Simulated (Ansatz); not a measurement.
Single point in Ansatz 0.2.0 with HSE06, no spin polarisation. Cutoff 420 eV, PAW datasets, 2×2×3 Γ-centred k mesh, cold filling (width 0.287 eV).

Computed maps in the lattice plane spanned by a (left to right, 6.11 Å, 19 points from zero) and b (bottom to top, 6.11 Å, 19 points from zero), 90° apart, at height 0.500 along c. The fields are smooth PAW ones with compensation charges, not the true ones near nuclei.

Valence density. Digits on a logarithmic scale: 0 up to 0.03 e/Å³, each further digit a factor of 1.6, 9 from 1.3 e/Å³ up:
```
2234678887779986532
3345677688899997543
4556787688899998654
6678888877899998766
7899988766779988877
8999997655566788778
8999996544445678668
7799976433334567888
6788875432234567887
6788765432234578887
7888765433334679997
8866876544445699999
8877887665556799999
7778889977667889998
6667899998778888876
4456899998886787655
3345799998886776543
2235689977788876432
2234678876678876432
```

Q: The cell is LaGe2B2. Which atoms lie within 0.2 Å of this plane, and where (fractions of a and b)?

A: Ge at (0.16, 0.66), Ge at (0.34, 0.16), Ge at (0.84, 0.34), Ge at (0.66, 0.84), B at (0.36, 0.86), B at (0.14, 0.36), B at (0.64, 0.14), B at (0.86, 0.64). The whole cell:
```xyz
10
Lattice="6.1066 0.0000 0.0000 0.0000 6.1066 0.0000 0.0000 0.0000 4.0490" Properties=species:S:1:pos:R:3 pbc="T T T"
Ge    0.9954    4.0487    2.0245
Ge    2.0579    0.9954    2.0245
Ge    5.1112    2.0579    2.0245
Ge    4.0487    5.1112    2.0245
B     2.2228    5.2761    2.0245
B     0.8305    2.2228    2.0245
B     3.8838    0.8305    2.0245
B     5.2761    3.8838    2.0245
La    0.0000    0.0000    0.0000
La    3.0533    3.0533    0.0000
```

Origin: a known structure type with other elements, at an estimated volume, so it need not be a known compound. Caveats: hybrid functional on a coarse k mesh; atoms or cell far from equilibrium; wide smearing.
